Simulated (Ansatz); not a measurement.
PbAu₂:
```
CELL_PARAMETERS angstrom
      0.00000     4.02156     4.02156
      4.02156     0.00000     4.02156
      4.02156     4.02156     0.00000
ATOMIC_POSITIONS crystal
  Pb 0.50000 0.50000 0.50000
  Pb 0.75000 0.75000 0.75000
  Au 0.12500 0.12500 0.12500
  Au 0.62500 0.12500 0.12500
  Au 0.12500 0.12500 0.62500
  Au 0.12500 0.62500 0.12500
```

Relaxed with r²SCAN. Special points in fractions of this cell's reciprocal vectors: Γ (0.000, 0.000, 0.000); X (0.500, 0.000, 0.500); U (0.625, 0.250, 0.625); K (0.375, 0.375, 0.750); L (0.500, 0.500, 0.500); W (0.500, 0.250, 0.750).

List the band energies nearest the Fermi level at these points for the program Ansatz at the r²SCAN with spin–orbit coupling level (PAW).

In eV from the Fermi level; about four levels below and three above (degenerate sets whole), none deeper than 8.9 eV; points with the same levels are listed once.

```csv
k,below,above
Γ,-0.59 -0.59 -0.59 -0.59,0.41 0.41 0.65 0.65
X,-0.89 -0.89 -0.89 -0.89,2.52 2.52 2.52 2.52
U,-0.85 -0.85 -0.26 -0.26,1.31 1.31 1.54 1.54
L,-1.05 -1.05 -0.81 -0.81,1.02 1.02 1.68 1.68
W,-0.28 -0.28 -0.20 -0.20,0.56 0.56 0.69 0.69
```

Space group Fd-3m (cubic Laves (MgCu2 type)). The workflow started from an entry of the Crystallography Open Database (COD). Its standing as an ambient phase is unchecked. The cell was relaxed with r²SCAN under the symmetry of its start; whether a distortion lowers the energy is not shown.

Potentials: the later of the program's two PAW sets.
